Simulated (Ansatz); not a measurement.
Cells of CuI relaxed with r2SCAN (plane waves to 500 eV, PAW, scalar-relativistic; Ansatz, a program for electronic structure), each with a space-group label. One label is wrong.

**A**, labelled P4/mmm (No. 123)
```yaml
crystal:
  lattice:
    - [3.81662, 0.00000, 0.00000]
    - [0.00000, 3.81662, 0.00000]
    - [0.00000, 0.00000, 4.34221]
  atoms:
    - { symbol: Cu, position: [0.00000, 0.00000, 0.00000] }
    - { symbol: I, position: [0.50000, 0.50000, 0.00000] }
```

**B**, labelled F-43m (No. 216)
```
CELL_PARAMETERS angstrom
      0.00000     3.01043     3.01043
      3.01043     0.00000     3.01043
      3.01043     3.01043     0.00000
ATOMIC_POSITIONS crystal
  I  0.75000 0.75000 0.75000
  Cu 0.00000 0.00000 0.00000
```

**C**, labelled Pnma (No. 62)
```xyz
2
Lattice="3.6620 0.0000 0.0000 0.0000 3.6620 0.0000 0.0000 0.0000 3.6620" Properties=species:S:1:pos:R:3 pbc="T T T"
Cu     0.0000     0.0000     0.0000
I      1.8310     1.8310     1.8310
```

**D**, labelled R3m (No. 160)
```yaml
crystal:
  lattice:
    - [4.20395, 2.42715, 3.52857]
    - [-4.20395, 2.42715, 3.52857]
    - [0.00000, -4.85430, 3.52857]
  atoms:
    - { symbol: Cu, position: [0.88223, 0.88223, 0.88223] }
    - { symbol: Cu, position: [0.91141, 0.44252, 0.91141] }
    - { symbol: Cu, position: [0.91141, 0.91141, 0.44252] }
    - { symbol: Cu, position: [0.44252, 0.91141, 0.91141] }
    - { symbol: I, position: [0.16556, 0.66635, 0.16556] }
    - { symbol: I, position: [0.16556, 0.16556, 0.66635] }
    - { symbol: I, position: [0.66635, 0.16556, 0.16556] }
    - { symbol: I, position: [0.63474, 0.63474, 0.63474] }
```

### Question
Which label is wrong, and what should it be (tolerance 0.01 Å)?

### Answer
C: its symmetry is Pm-3m (No. 221), cP2, CsCl type; a = 3.6620 Å, b = 3.6620 Å, c = 3.6620 Å, α = 90.00°, β = 90.00°, γ = 90.00°.

Each run could gain symmetry but not lose that of its start, so entries can be saddle points. From databases, or of a type measured for this composition: F-43m, cF8, zinc blende type; the others are generated cells (placed on structure types, drawn at random, substituted or restacked) that were not matched to a known phase here.

No spin polarisation in the result.
